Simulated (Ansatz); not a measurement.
WS2 in space group P6_3/mmc (No. 194; W on 2c, S on 4f), LDA in the plane-wave PAW code Ansatz. The conduction-band minimum lies on the K–Γ line, 47 % of the way from K, with 6 equivalent valleys. Second derivatives d²E/dk² of the lowest band at one valley (eV·Å²), along Cartesian directions:

| direction | d²E/dk² |
|---|---|
| [100] | 15.07 |
| [010] | 15.63 |
| [001] | 18.05 |
| [110] | 14.82 |
| [101] | 16.56 |
| [011] | 16.85 |

Find the principal effective masses, the density-of-states mass and the conductivity mass.

Off-diagonal terms follow from H_xy = H[110] − (H_xx + H_yy)/2, and m*/mₑ = 7.620 eV·Å² over each eigenvalue: 0.42, 0.48, 0.52. One valley's DOS mass (m₁m₂m₃)^(1/3) = 0.47, conductivity mass 3/(Σ 1/mᵢ) = 0.47 mₑ.

What effective density of states Nc follows at 300 K for parabolic valleys?

Nc = 2.509e19 × 6 × (0.47)^(3/2) ≈ 4.9e19 cm⁻³.

With the computed static dielectric constant 11.7 (mean of the diagonal), estimate a hydrogenic donor's binding energy and radius.

E = 13.606 eV × 0.47/11.7² ≈ 47 meV; a = 0.529 Å × ε/m* ≈ 13 Å. Semilocal masses tend to be too small where the gap is.

The cell was relaxed with LDA under the symmetry of its start; phonons on a q-mesh show no instability. The run is not spin-polarised. A crystal of weakly bound layers computed without a dispersion correction: the cell and the soft elastic constants depend strongly on that. Spin–orbit coupling is left out wherever it is not named.

Potentials: the later of the program's two PAW sets.
